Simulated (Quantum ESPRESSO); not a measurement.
## Different elements on one site among Sn Ta W Zr

These are calculations, not measurements. They come from Quantum ESPRESSO 7.5, a public plane-wave density functional program. Each row is one single-point run on a made-up periodic cell of eight metal atoms, with elements, volume, strain and displacements drawn at random and not relaxed, so a cell may be unstable or far from any real phase. There is no spin polarisation or spin-orbit coupling.

Settings: PBE unless stated; PseudoDojo standard norm-conserving files; Fermi-Dirac width 0.25 eV, which means electrons at about 2900 K; cutoff 1116 eV; 8 x 4 x 3 k mesh shifted half a step off Gamma. E is the free energy of the whole cell (internal energy minus TS), so a -TS column is already part of it. Stress is positive in tension, and the pressure P is minus a third of its trace.

Checks: one run of this series was repeated at a higher cutoff and on a denser mesh, which moved values by no more than 0.004 eV, 0.03 GPa and 0.008 eV/Å, and a second program with other atomic files agreed on it to 2 % rms in force and 0.5 GPa in pressure. Known limits: the tin pseudopotential is less sure than most, with forces differing by about three percent from a second method on plain tin; heavy elements are run without spin-orbit coupling, which real alloys of them have; a spin test at this wide smearing found no moment, but such smearing suppresses magnetism that the real alloy may have.

The lattice is face-centred cubic, and the cell vectors in Å are (0.037, -2.091, -2.047); (-6.192, -2.036, 0.057); (-2.060, 4.230, -6.152), a volume of 142.58 Å³. The elements on sites 1 to 8 are Zr W Sn W X W W Ta. The runs change X and keep the cell and the displaced positions. The column v is a rough volume for each atom of the pure element, close to PBE values, from general knowledge and not from these runs. Energies are left out, as each element's file has its own zero.

| run | X | v (Å³) | -TS (eV) | force on X (eV/Å) | rms force (eV/Å) | P (GPa) |
|---|---|---|---|---|---|---|
| 1 | Ga | 19.0 | ? | ? | ? | ? |
| 2 | Hf | 22.5 | -1.631 | 2.008 | 0.923 | 11.54 |
| 3 | W | 16.1 | -1.668 | 1.339 | 0.931 | 3.71 |
| 4 | Mo | 15.8 | -1.723 | 1.193 | 0.916 | 3.46 |
| 5 | Ag | 17.8 | -1.461 | 0.942 | 0.864 | 4.53 |

## Worked fit

A straight line through the runs shown gives P = -16.3 + 1.225 v GPa with v in Å³, an error of 0.149 on the slope and a scatter of 0.80 GPa. At this fixed volume the pressure tends to rise with the size of X.

## Withheld run

Question: what pressure should run 1, with Ga, give?

The fit gives 6.98 ± 0.90 GPa. The calculation gave 3.14 GPa. This run lies off the fit by more than twice that error, so something that the fit leaves out matters here.
